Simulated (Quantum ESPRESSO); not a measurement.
Zn$_{4}$S$_{3}$Cl (made-up cell) (calculated)

Computed with Quantum ESPRESSO 7.5. Calculation on a made-up crystal cell, not a measurement: periodic Kohn-Sham density functional theory in plane waves with PseudoDojo standard norm-conserving scalar-relativistic pseudopotentials, each functional with its own files (v0.5 for PBE, v0.4.1 for LDA and PBEsol), no spin polarisation, no spin-orbit coupling, atoms not relaxed, stress positive in tension, energies less a fixed whole-eV offset for each atom's element; levels are Kohn-Sham levels at fractions of this cell's reciprocal vectors, counted from the reference band (half the neutral cell's valence electrons, rounded up) at Gamma; error bars cover cutoff and k-mesh only, not smearing or the files; added strain carries the atoms with the cell, and shear is the tensor component; each bar is the largest change over components, and at least 0.002 eV, 0.002 eV per angstrom or 0.02 GPa; energies are for the whole cell, and the offsets were chosen from early runs and are not element reference energies.

### Zn$_{4}$S$_{3}$Cl (made-up cell)

Unstrained structure:
```
Zn4S3Cl
1.0
      5.2820    -0.0439    -0.0187
     -0.0439     5.2120    -0.0575
     -0.0187    -0.0575     5.1132
Zn S Cl
4 3 1
Direct
  0.00153 0.00643 -0.00057
  -0.02046 0.50525 0.51202
  0.48584 0.01013 0.50598
  0.49176 0.47191 -0.00162
  0.50160 -0.00312 -0.00532
  0.49019 0.51100 0.50991
  1.01634 0.00492 0.48187
  1.00915 0.49272 -0.00630
```

- lattice type: rocksalt
- functional: pbe
- cutoff: 1143 eV
- fermi dirac smearing: 0.1 eV
- scf tolerance: 1e-07 eV
- electrons removed: 0
- added strain kind: shear xy
- added strain: -0.017
- k mesh: 6 x 6 x 6, shifted by half a step
- structure shown: before the added strain of -0.017
- free energy less offsets: 1.508 eV
- smearing term minus ts: -0.04731 eV
- scf iterations: 10
- pressure: -0.4668 GPa
- stress xx: 0.9241 GPa
- stress yy: 0.5796 GPa
- stress zz: -0.1033 GPa
- stress yz: -0.8443 GPa
- stress xz: -0.1897 GPa
- stress xy: -1.707 GPa
- fermi level: 1.885 eV
- reference band: 53
- error bar energy: 0.0171 eV
- error bar stress: 0.1428 GPa
- error bar force: 0.009278 eV/Å
- error bar next band up: 0.006831 eV
- error bar fermi level: 0.02418 eV
- error bars from: tighter rerun of a related cell

Atoms:
```
atoms element  atom site  atom energy offset (eV)
           Zn          1                    -5687
           Zn          2                    -5687
           Zn          3                    -5687
           Zn          4                    -5687
            S          5                     -302
            S          6                     -302
            S          7                     -302
           Cl          8                     -449
```

Forces:
```
site  x (eV/Å)  y (eV/Å)  z (eV/Å)
   1  -0.08537   -0.1732  -0.06087
   2  -0.08265   0.07198   -0.2626
   3   0.04283  -0.08258  -0.09724
   4    0.1092   0.09576    0.1159
   5    0.2097   0.08535    0.1001
   6    0.4266   -0.1359   -0.3031
   7   -0.3974  -0.07768    0.3179
   8   -0.2228    0.2164    0.1899
```

Levels:
```
level k point  next band up (eV)
        Gamma             0.1242
(1/2,1/2,1/2)              3.984
   (0.15,0,0)             0.5107
   (0,0.15,0)             0.5009
   (0,0,0.15)             0.5907
```
